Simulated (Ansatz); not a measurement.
## Au (Im-3m), zone-centre modes

All numbers below come from Ansatz 0.2.0, DFT LDA, scalar-relativistic, plane waves, PAW. Settings: plane waves to 420 eV, k-mesh 14×14×14 (Γ-centred), Gaussian smearing 0.15 eV. Spin–orbit coupling is left out, which can shift energies with elements as heavy as these. No spin polarisation.

The undisturbed cell (as given, not relaxed at this level; this bcc form isn't the usual structure):

```xyz
2
Lattice="0.0000 -3.3145 0.0000 -3.3145 0.0000 0.0000 0.0000 0.0000 -3.3145" Properties=species:S:1:pos:R:3 pbc="T T T"
Au   -1.6573   -1.6573   -1.6573
Au    0.0000    0.0000    0.0000
```

Harmonic modes by finite displacements of 0.02 Å, without the LO–TO term. The cell doubles the primitive one, so its zone centre also holds the primitive cell's point q = (1/2, 1/2, 1/2).

Problem. At this geometry, is the structure stable against these modes?

Solution. Yes: no mode is imaginary beyond 10 cm⁻¹, and only the three translations lie near zero.

Problem. List the wavenumbers in cm⁻¹.

Solution. 0, 0, 0, 109, 109, 109.

Cost: 1 run of about 0.41 core-minutes, on Arm Neoverse V1 (shared hosts).